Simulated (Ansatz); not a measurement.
**CdSe with sulfur replacing Se: gradients before and after relaxing the atoms**

Start: a supercell of CdSe (wurtzite type, P6_3mc) built from a structure deposited in the COD (the entry's cell lengths or inner coordinates differ somewhat from later room-temperature determinations), with all atoms left at the host's positions.

```yaml
crystal:
  lattice:
    - [8.60000, 0.00000, 0.00000]
    - [-4.30000, 7.44782, 0.00000]
    - [0.00000, 0.00000, 14.04000]
  atoms:
    - { symbol: Cd, position: [0.16667, 0.33333, 0.00000] }
    - { symbol: Cd, position: [0.16667, 0.33333, 0.50000] }
    - { symbol: Cd, position: [0.16667, 0.83333, 0.00000] }
    - { symbol: Cd, position: [0.16667, 0.83333, 0.50000] }
    - { symbol: Cd, position: [0.66667, 0.33333, 0.00000] }
    - { symbol: Cd, position: [0.66667, 0.33333, 0.50000] }
    - { symbol: Cd, position: [0.66667, 0.83333, 0.00000] }
    - { symbol: Cd, position: [0.66667, 0.83333, 0.50000] }
    - { symbol: Cd, position: [0.33333, 0.16667, 0.25000] }
    - { symbol: Cd, position: [0.33333, 0.16667, 0.75000] }
    - { symbol: Cd, position: [0.33333, 0.66667, 0.25000] }
    - { symbol: Cd, position: [0.33333, 0.66667, 0.75000] }
    - { symbol: Cd, position: [0.83333, 0.16667, 0.25000] }
    - { symbol: Cd, position: [0.83333, 0.16667, 0.75000] }
    - { symbol: Cd, position: [0.83333, 0.66667, 0.25000] }
    - { symbol: Cd, position: [0.83333, 0.66667, 0.75000] }
    - { symbol: S, position: [0.16667, 0.33333, 0.19250] }
    - { symbol: Se, position: [0.16667, 0.33333, 0.69250] }
    - { symbol: Se, position: [0.16667, 0.83333, 0.19250] }
    - { symbol: Se, position: [0.16667, 0.83333, 0.69250] }
    - { symbol: Se, position: [0.66667, 0.33333, 0.19250] }
    - { symbol: Se, position: [0.66667, 0.33333, 0.69250] }
    - { symbol: Se, position: [0.66667, 0.83333, 0.19250] }
    - { symbol: Se, position: [0.66667, 0.83333, 0.69250] }
    - { symbol: Se, position: [0.33333, 0.16667, 0.44250] }
    - { symbol: Se, position: [0.33333, 0.16667, 0.94250] }
    - { symbol: Se, position: [0.33333, 0.66667, 0.44250] }
    - { symbol: Se, position: [0.33333, 0.66667, 0.94250] }
    - { symbol: Se, position: [0.83333, 0.16667, 0.44250] }
    - { symbol: Se, position: [0.83333, 0.16667, 0.94250] }
    - { symbol: Se, position: [0.83333, 0.66667, 0.44250] }
    - { symbol: Se, position: [0.83333, 0.66667, 0.94250] }
```

Atom numbers follow the list; atoms alike are taken as one site, whose name carries the number of the first.

Computed with Ansatz: DFT, PBE, plane waves and PAW, scalar-relativistic, 420 eV cutoff, Γ-centred 3×3×2 k-points, Fermi–Dirac smearing 0.01 eV.

The largest force at the start is 0.66 eV/Å. Relaxing the ions at fixed cell moves them by 0.136 Å at most (atom 1, Cd) and 0.049 Å rms.

```
site  atom  moved (Å)                  first shell before                   first shell after  V_zz before (10²¹ V/m²)  η before
 Cd1     1      0.136       3 Se at 2.61 Å, 1 S at 2.70 Å       1 S at 2.54 Å, 3 Se at 2.64 Å                     4.36      0.00
 Cd2     2      0.046                 4 Se at 2.61–2.70 Å                      4 Se at 2.63 Å                     3.04      0.00
 Cd4     4      0.020                 4 Se at 2.61–2.70 Å                 4 Se at 2.64–2.65 Å                     3.04      0.00
 Cd9     9      0.067  3 Se at 2.61–2.70 Å, 1 S at 2.61 Å  1 S at 2.55 Å, 3 Se at 2.64–2.65 Å                     2.62      0.63
Cd10    10      0.056                 4 Se at 2.61–2.70 Å                 4 Se at 2.63–2.64 Å                     3.05      0.00
Cd15    15      0.034                 4 Se at 2.61–2.70 Å                      4 Se at 2.64 Å                     3.05      0.00
Cd16    16      0.002                 4 Se at 2.61–2.70 Å                      4 Se at 2.64 Å                     3.01      0.00
   S    17      0.024                 4 Cd at 2.61–2.70 Å                 4 Cd at 2.54–2.55 Å                    -0.90      0.00
Se18    18      0.024                 4 Cd at 2.61–2.70 Å                      4 Cd at 2.63 Å                    -1.53      0.00
Se19    19      0.028                 4 Cd at 2.61–2.70 Å                 4 Cd at 2.64–2.65 Å                    -1.68      0.39
Se20    20      0.042                 4 Cd at 2.61–2.70 Å                 4 Cd at 2.64–2.65 Å                    -1.49      0.00
Se25    25      0.063                 4 Cd at 2.61–2.70 Å                 4 Cd at 2.63–2.64 Å                    -1.38      0.03
Se26    26      0.018                 4 Cd at 2.61–2.70 Å                 4 Cd at 2.63–2.64 Å                    -1.43      0.13
Se31    31      0.027                 4 Cd at 2.61–2.70 Å                      4 Cd at 2.64 Å                    -1.51      0.00
Se32    32      0.056                 4 Cd at 2.61–2.70 Å                 4 Cd at 2.63–2.64 Å                    -1.46      0.00
```

(1) How do the gradients change?

Results:

(1) 

| site | atom | V_zz after | η after | change of V_zz |
| --- | --- | --- | --- | --- |
| Cd1 | 1 | -1.26 | 0.00 | -5.62 |
| Cd2 | 2 | -0.20 | 0.00 | -3.24 |
| Cd4 | 4 | 0.39 | 0.44 | -2.65 |
| Cd9 | 9 | -1.09 | 0.09 | – |
| Cd10 | 10 | -0.33 | 0.06 | – |
| Cd15 | 15 | 0.17 | 0.00 | -2.88 |
| Cd16 | 16 | 0.67 | 0.00 | -2.34 |
| S | 17 | -0.18 | 0.00 | +0.72 |
| Se18 | 18 | 0.73 | 0.00 | +2.26 |
| Se19 | 19 | 1.74 | 0.66 | – |
| Se20 | 20 | 0.73 | 0.01 | +2.22 |
| Se25 | 25 | 1.12 | 0.19 | +2.50 |
| Se26 | 26 | 1.31 | 0.55 | +2.74 |
| Se31 | 31 | 0.18 | 0.00 | +1.69 |
| Se32 | 32 | 0.45 | 0.00 | +1.91 |

The largest change of V_zz along a kept axis is on Cd1, from 4.36 to -1.26. In per cent, |V_zz| changes by -94 to -78 on Cd, -80 on S (all sites that start above 0.5, bar those whose gradient vanishes or changes sign or whose main axis turns by over 40°). Where |V_zz| stays above 0.1 and the axes keep their order, η moves most on Cd4, from 0.00 to 0.44. On Se25 V_xx and V_yy change places (or their axes turn by over 50°), so the two values of η hide a larger change. V_zz changes sign on Cd1 (same axis), Cd2 (same axis), Se18 (same axis), Se31 (same axis), Se20 (axis turned by 13°), Se32 (same axis), Se26 (axis turned by 32°), Se25 (axis turned by 30°). On Cd10, Cd9, Se19 the largest principal value lies along another axis in the second run, so the two V_zz can't be compared directly. The table leaves out 1 of the 16 sites, with |V_zz| up to 3.03; their tensors move by 2.85 at most along any direction. The statements above cover all sites. The host's own positions weren't relaxed first, so part of the change far from the defect can be the host's relaxation.

The defect repeats with the cell of 32 atoms, so it feels its images: sites between two images don't show the values beside a lone defect, and zeros or small values of η there can come from the images' arrangement. Cd and Se carry a gradient in the pure host already, so the values there aren't the defect's effect alone. Without spin–orbit coupling (the program notes it for Cd) the gradients can shift by some per cent, and by up to a factor of two as the program warns, since there is only a small gap. With a gap of 0.7 eV on this mesh, small gradients can still move by 0.1 × 10²¹ V/m² or more as the k-mesh gets denser.
Before: The neighbours have not yet relaxed around the defect (largest force 0.66 eV/Å), and relaxing can change the values around it severalfold.
After: The relaxation keeps the site symmetry 3m of the start, so the impurity can move only along its axis; a start off the site could end lower.
